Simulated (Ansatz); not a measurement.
## Run record: bands, slopes and optics on a fine k mesh of La (P6_3/mmc)

Computed with LDA, PAW on Ansatz 0.2.0's default frozen-core files (fitted under PBE), scalar-relativistic; not a measurement.

The cell comes from a PAW relaxation under the same functional.

Launched as:

```sh
ansatz run input.yaml --threads 1 --pin off --max-ram 3072MiB --backend cpu --events-out ev --progress --plain --runs-dir out
```

Input file:

```yaml
crystal:
  lattice:
    - [3.59041227326, 0.0, 0.0]
    - [-1.79520613663, 3.1093882387, 0.0]
    - [0.0, 0.0, 5.8656448401]
  atoms:
    - { symbol: La, position: [0.333333333333, 0.666666666667, 0.25] }
    - { symbol: La, position: [0.666666666667, 0.333333333333, 0.75] }
kpoints:
  mp_grid: { grid: [12, 12, 6] }
scf:
  occupations: { method: fermi_dirac, width: 0.1 }
hamiltonian:
  xc: lda
  pseudopotentials: { kind: paw }
output:
  forces: true
  stress: true
  eigenvalues: true
  eigenstates:
    nscf_kmesh: { grid: [16, 16, 12] }
    de_dk: true
    e_range: [-14, 14]
  optics:
    e_range: [0, 25]
    de: 0.2
    sigma: 0.1
    bands: { spectra_wanted_up_to: 25 }
    nscf_kmesh: { grid: [16, 16, 12] }
    drude_damping: 0.03
checkpoint:
  write: ck
  write_wavefunctions: false
```

Output:

```
Warning: RAYON_NUM_THREADS=1 ignored (pool sized by the plan → 1); use --threads N
Engine: ansatz 0.2.0, aarch64-unknown-linux-gnu
Pseudopotentials: kind: paw
Pseudopotential: La, paw, valence charge 11, recommended cutoff 420 eV (normal), La.paw.azcp
Functional definition: SPW92
  exchange = slater_x
  correlation = pw_c
Crystal: 2 atoms, lattice volume = 65.484 Å³
Basis set: ecut = 420 eV, 1285 PW (Γ)
Bands: 15, of which v1, the nominal top of the filled ones, is band 11 counted from 1 (10 counted from 0)
Symmetry: 24 space group operations
Space group: P63/mmc (ITA 194), of the structure as read, at distance tolerance 4.0e-5 Å
k-points: 76 of 864
Non-local potential: La, projectors of the file, l = 0: 3, l = 1: 2, l = 2: 2, l = 3: 3
PAW form: soft (Blöchl's): semilocal exchange-correlation on the pseudo side does not see the compensation charge
PAW frozen core: La, regenerated for the run's functional, and the local potential with it (the file was generated under x = pbe(κ = 0.804, μ = 0.2195149727645171), c = pbe(β = 0.06672455060314922))
PAW one-centre angular grid: La, 590 points (default); XC on 64 Gauss nodes
Initial density: superposition of atomic densities (neutral atoms: chi_scale 0, normalization atom), corrected by the library's trained network
Initial wavefunctions: pseudopotential atomic-orbital guess
Functional: x = slater, c = lda
SCF iter   1: F=—  HF=-12152.280934 eV  |F-HF|=—  |Δ(HF+E_count)|=         —  Δρ=5.06e-3  dr2=1.09e-2  ethr=1.77e-3  ⟨swp⟩=5.0  Hψ=5943  notcnv=0
preconditioner: auto → Kerker (q_TF=auto, 2.275 Å⁻¹)  [metal: Δε(μ)=0.009 eV  Ē_g=12.132 eV  σ=0.100 eV  W_gap=0.02  n_scr=10 (ndim 8)  ℏωp=19.5 eV  f_vac=0.000  D(μ)=3.46/eV (n_scr^D=34)]
SCF iter   2: F=—  HF=-12152.277389 eV  |F-HF|=—  |Δ(HF+E_count)|=   3.55e-3  Δρ=2.53e-3  dr2=2.79e-3  ethr=4.97e-5  ⟨swp⟩=2.9  Hψ=3009  notcnv=0
SCF iter   3: F=—  HF=-12152.277190 eV  |F-HF|=—  |Δ(HF+E_count)|=   1.99e-4  Δρ=5.47e-4  dr2=2.11e-4  ethr=1.27e-5  ⟨swp⟩=3.0  Hψ=1973  notcnv=0
SCF iter   4: F=—  HF=-12152.277189 eV  |F-HF|=—  |Δ(HF+E_count)|=   1.32e-6  Δρ=9.29e-5  dr2=4.45e-6  ethr=9.60e-7  ⟨swp⟩=1.6  Hψ=1267  notcnv=0
SCF iter   5: F=—  HF=-12152.277189 eV  |F-HF|=—  |Δ(HF+E_count)|=   7.58e-7  Δρ=1.39e-5  dr2=1.34e-7  ethr=2.02e-8  ⟨swp⟩=2.1  Hψ=1938  notcnv=0
SCF iter   6: F=—  HF=-12152.277189 eV  |F-HF|=—  |Δ(HF+E_count)|=   7.45e-7  Δρ=2.67e-6  dr2=3.61e-9  ethr=6.08e-10  ⟨swp⟩=2.4  Hψ=1791  notcnv=0
SCF iter   7: F=—  HF=-12152.277189 eV  |F-HF|=—  |Δ(HF+E_count)|=  9.09e-11  Δρ=3.15e-7  dr2=5.65e-11  ethr=1.64e-11  ⟨swp⟩=2.8  Hψ=2083  notcnv=0
SCF iter   8: F=-12152.277189 eV  HF=-12152.277189 eV  |F-HF|=1.82e-12  |Δ(HF+E_count)|=  7.28e-12  Δρ=6.32e-8  dr2=1.70e-12  ethr=1.00e-12  ⟨swp⟩=8.0  Hψ=6746  notcnv=0
SCF 1 converged in 8 iterations: F = -12152.277189 eV  dr2 = 1.70e-12
  greatest PAW one-centre occupation: 0.975 electrons in one spin orbital (limit 2), on the La atom at site 1 (counted from 0), in its partial waves of l = 0
NSCF: frozen V_eff on 210 k-points
NSCF: frozen V_eff on 210 k-points
NSCF: frozen V_eff on 210 k-points
output.optics: what the bands over the 61 summed would add to eps1, eps2 and the energy-loss function is held between a lower and an upper bound (8 Lanczos steps). eps1, eps2 and their loss function (loss_summed_bands) are given ...
SCF converged after 8 iterations
Free energy (F): -12152.277189 eV
Harris-Foulkes:  -12152.277189 eV  (|F-HF|=1.82e-12)
Internal energy: -12152.164718 eV  (E = F + TS)
E sigma→0 (E₀):  -12152.220953 eV
Entropy (-TS):   -0.112471 eV (-56.235 meV/atom)
Fermi energy:    12.458799 eV
--- Per-component energies (eV) ---
  E_band       = -55.673592
  E_kinetic    = 390.524246
  E_local      = -591.010265  (includes V_loc(G=0)·N_el)
  E_nonlocal   = 197.764258
  E_hartree    = 188.584210
  E_xc         = -278.431437
  E_vxc        = -297.116056  (∫ρ·V_xc dr)
  E_paw        = -10487.255965  (= ΣΔE_a)
  E_vpaw       = -133.004200  (= ΣTr[D̂ρ^β])
  E_aug_tail   = -0.000000  (compensation charges beyond the density's cutoff)
  E_ewald      = -1572.985197
  E_core_change = 0.645433  (= ΣΔE_core)
  E_smearing   = -0.112471  (= −TS)
  E_closure    = -0.000000  (closes the sum)
  Σ components = -12152.277189   (vs F -12152.277189, Δ=0.00e0)
--- Forces (eV/Å), atoms counted from 1 ---
  atom   1  La     0.00000000    -0.00000000     0.00000000
  atom   2  La     0.00000000     0.00000000     0.00000000
  max |Σ_I F_I| component: 1.39e-17 eV/Å
--- Stress (GPa, compression-positive) ---
        0.000810       0.000000       0.000000
       -0.000000       0.000810       0.000000
        0.000000       0.000000       0.007223
  P = ⅓ Tr σ = 0.0029 GPa (0.029 kbar)
--- Fermi surface from the table of eigenstates, both spin states counted (twice the sheets' area in a run without spin) ---
  How far the three rows differ hints at the mesh's error and does not bound it.
  reading                E - E_F (eV)   area (Å⁻²)  resistivity times mean free path along x, y, z (Ω·m²), under one mean free path over the surface
  by tetrahedra               -0.0000       34.564  1.0083e-15  1.0083e-15  7.1014e-16
  by the states' slopes       -0.0056       39.932  8.6600e-16  8.6600e-16  6.2147e-16
  on every second point        0.0070       23.642  1.4205e-15  1.4205e-15  1.0965e-15
```

The calculation finished and met its thresholds.

Head of optics.tsv:

```
# E[eV]	eps2_interband_xx	eps2_interband_yy	eps2_interband_zz	eps2_interband_xy	eps2_interband_xz	eps2_interband_yz	eps1_interband_xx	eps1_interband_yy	eps1_interband_zz	
# format = ansatz-optics/6
# intraband_term = drude
# n_periodic_directions = 3
# eps1_interband_at_0(xx yy zz xy xz yz) = 380.078103 380.078103 468.729798 -0.000000 0.000000 0.000000
# eps1_interband_at_0_completed(xx yy zz) = 380.089346 380.089346 468.741348
# k_sum = mesh_cells
# eps2_relative_error = 0.0025
# drude_weight_relative_error = 0.0016
# eps1_interband_at_0_relative_error = 0.0050
# f_sum_interband_n_eff(xx yy zz) = 20.424684 20.424684 19.890791
# f_sum_interband_n_eff_momentum_only(xx yy zz) = 20.833862 20.833862 19.845817
# fermi_ev = 12.454432
# fermi_mp_grid = 16 16 12
# fermi_mp_shift = 0 0 0
# occupation_method = fermi_dirac
# smearing_width_ev = 1e-1
# drude_damping_ev = 3e-2
# drude_plasma_energy_squared_ev2(xx yy zz xy xz yz) = 28.447864 28.447864 39.408901 0.000000 0.000000 0.000000
# drude_plasma_energy_ev(xx yy zz) = 5.333654 5.333654 6.277651
# f_sum_intraband_n_eff(xx yy zz) = 1.351046 1.351046 1.871607
# unresolved_interband_energy_squared_ev2(xx yy zz xy xz yz) = 0.000000 0.000000 0.000000 0.000000 0.000000 0.000000
# f_sum_unresolved_interband_n_eff(xx yy zz) = 0.000000 0.000000 0.000000
# f_sum_n_eff(xx yy zz) = 21.775730 21.775730 21.762398 of n_electrons = 22.000000
# loss_f_sum_n_eff(xx yy zz) = 21.770774 21.770774 21.757528
# perfect_screening_sum(xx yy zz) = 0.999999 0.999999 0.999999
# perfect_screening_sum_on_rows(xx yy zz) = 1.000239 1.000239 0.999898
# perfect_screening_limit(xx yy zz) = 1.000000 1.000000 1.000000
# n_bands = 61
# n_bands_set_by = photon_energy
# valid_up_to_ev = 27.888610
# evaluated_top_ev = 66.800000
# all_electron_strengths = true
# band_completion = completed
# response = whole
# tolerance = 0.01
# method = lanczos_chains
# lanczos_steps = 8
# chains_run = together
# ended_by = wanted_rows_settled
# boundable_up_to_ev = 26.303401
# wanted_up_to_ev = 25.000000
# change_inside_cells = 0.0005 (estimated)
# bound_at_0(xx yy zz) = bounded bounded bounded
```

**Optical peaks**

Independent-particle optical response of a crystal from Kohn-Sham bands on the fine mesh with a Drude term, no local fields or excitons; Cartesian axes as in the input; a zero of eps1 gives a sharp plasmon only where eps2 is small.

```
Fine mesh                         : 16, 16, 12
Window top                        : 25 eV
Line width                        : 0.1 eV
Drude damping                     : 0.03 eV
ε₁ rises through zero at x        : 9.55, 17.73, 21.04 eV
ε₂ there x                        : 0.45, 2.71, 1.21
ε₁ rises through zero at z        : 9.24, 20.67 eV
ε₂ there z                        : 0.36, 1.15
Plasma energy (x, y, z)           : 5.334, 5.334, 6.278 eV
Reflectivity at 1 eV, x-polarised : 0.7599
Reflectivity at 2 eV, x-polarised : 0.7824
Reflectivity at 3 eV, x-polarised : 0.7179
```

Optical constants:

Normal incidence from vacuum, light polarised along x.

* Fine mesh: 16, 16, 12
* Line width: 0.1 eV
* Drude damping: 0.03 eV

```
photon energy (eV)  refractive index  extinction  reflectivity  loss function  absorption (×10⁵ cm⁻¹)
               0.8             5.122       7.157         0.769         0.0122                   5.803
               1.6              3.11       5.635        0.7443         0.0204                   9.138
               2.4              1.35       4.412        0.7839         0.0263                   10.73
               3.2              1.22       3.296        0.6909         0.0527                   10.69
                 4             0.856       2.952        0.7183         0.0566                   11.97
               4.8             0.771       2.394        0.6521         0.0923                   11.65
               5.6             0.498       2.143        0.7088         0.0911                   12.16
               6.4             0.417       1.655        0.6484         0.1627                   10.74
               7.2             0.293       1.395        0.6757         0.1982                   10.18
                 8             0.264       0.931         0.571         0.5612                   7.549
               8.8             0.483       0.802        0.3206          1.008                   7.153
               9.6             0.492       0.449        0.1892          2.245                   4.367
              10.4              0.76       0.327        0.0513           1.06                   3.447
              11.2             0.877        0.44        0.0562         0.8322                   4.998
                12             0.945       0.244        0.0162         0.5075                   2.963
              12.8             1.072        0.21        0.0114         0.3157                   2.723
              13.6             1.178       0.184        0.0137         0.2146                   2.537
              14.4             1.315       0.159        0.0232         0.1358                   2.322
              15.2             1.605        0.12        0.0559         0.0577                   1.856
                16             1.867       0.583        0.1275         0.1489                   9.457
              16.8             1.695       0.883        0.1569         0.2243                   15.03
              17.6             1.201       1.252        0.2509         0.3319                   22.34
              18.4             1.213       1.111        0.2088         0.3682                   20.72
              19.2             0.953        1.09         0.238         0.4728                   21.21
                20             0.795       0.959        0.2323         0.6335                   19.44
              20.8             0.766        0.79        0.1815          0.825                   16.66
              21.6             0.854       0.743        0.1437         0.7723                   16.27
              22.4             0.824       0.906        0.2053         0.6638                   20.57
              23.2             0.638       0.885        0.2637         0.7974                    20.8
                24             0.423       0.809        0.3682          0.986                   19.67
              24.8             0.437       0.518        0.2511          2.149                   13.01
```

**Dielectric function**

| Property | Result |
| --- | --- |
| Fine mesh | 16, 16, 12 |
| Line width | 0.1 eV |
| Drude damping | 0.03 eV |

```tsv
photon energy (eV)	dielectric real xx	dielectric imag xx	dielectric real zz	dielectric imag zz
0.4	-145.3	124.9	-197.2	178.4
0.8	-24.99	73.32	-80.13	69.52
1.2	-26.25	57.65	-42.4	49.61
1.6	-22.08	35.05	-31.4	25.79
2	-27.01	27.9	-25.8	20.42
2.4	-17.64	11.91	-17.09	12.34
2.8	-12.85	10.32	-13.55	9.629
3.2	-9.372	8.044	-9.453	6.225
3.6	-9.503	8.715	-9.486	7.573
4	-7.98	5.054	-8.523	5.175
4.4	-6.081	4.123	-6.136	3.341
4.8	-5.136	3.693	-5.541	3.629
5.2	-4.699	3.271	-4.758	2.162
5.6	-4.343	2.132	-3.583	1.517
6	-3.194	1.568	-2.464	1.65
6.4	-2.566	1.382	-2.376	1.751
6.8	-2.223	1.27	-2.188	1.342
7.2	-1.86	0.819	-1.846	1.054
7.6	-1.326	0.601	-1.414	0.74
8	-0.797	0.492	-1.041	0.624
8.4	-0.349	0.657	-0.69	0.473
8.8	-0.41	0.774	-0.329	0.408
9.2	-0.283	0.554	-0.033	0.36
9.6	0.041	0.442	0.318	0.334
10	0.265	0.44	0.882	0.528
10.4	0.471	0.497	0.498	1.346
10.8	0.651	0.53	0.289	0.804
11.2	0.576	0.772	0.444	0.706
11.6	0.652	0.503	0.587	0.622
12	0.834	0.46	0.675	0.568
12.4	0.96	0.474	0.803	0.494
12.8	1.106	0.45	0.971	0.471
13.2	1.215	0.456	1.124	0.455
13.6	1.354	0.434	1.21	0.427
14	1.532	0.431	1.4	0.452
14.4	1.705	0.419	1.455	0.39
14.8	2.011	0.359	1.876	0.224
15.2	2.56	0.387	2.444	0.273
15.6	3.63	1.091	3.486	0.931
16	3.144	2.177	3.402	1.955
16.4	2.325	3.067	2.361	2.898
16.8	2.094	2.992	1.97	3.098
17.2	0.958	4.244	1.322	3.702
17.6	-0.126	3.008	0.192	2.987
18	0.382	2.343	0.277	2.406
18.4	0.236	2.695	0.306	2.54
18.8	-0.58	2.547	-0.32	2.749
19.2	-0.281	2.077	-0.399	1.985
19.6	-0.457	1.701	-0.254	1.753
20	-0.288	1.524	-0.37	1.504
20.4	-0.233	1.289	-0.176	1.221
20.8	-0.038	1.211	0.096	1.139
21.2	0.039	1.184	0.242	1.228
21.6	0.177	1.27	0.341	1.469
22	0.059	1.447	0.187	1.583
22.4	-0.142	1.493	-0.094	1.845
22.8	-0.277	1.331	-0.56	1.721
23.2	-0.376	1.129	-0.846	1.026
23.6	-0.617	1.035	-0.561	0.7
24	-0.475	0.685	-0.441	0.655
24.4	-0.291	0.416	-0.401	0.392
24.8	-0.077	0.452	-0.216	0.339
```

Caveats: frozen-core PAW files fitted under PBE, their cores solved anew for the functional of the run; large density of states at the Fermi level, a magnetic or distorted state may lie lower; these sums move with the mesh, by several per cent and more for small sheets; Fermi surface not resolved by the mesh.

Cost: 25 min on 1 thread of Arm Neoverse V2 (shared host), peak memory 2.2 GiB.
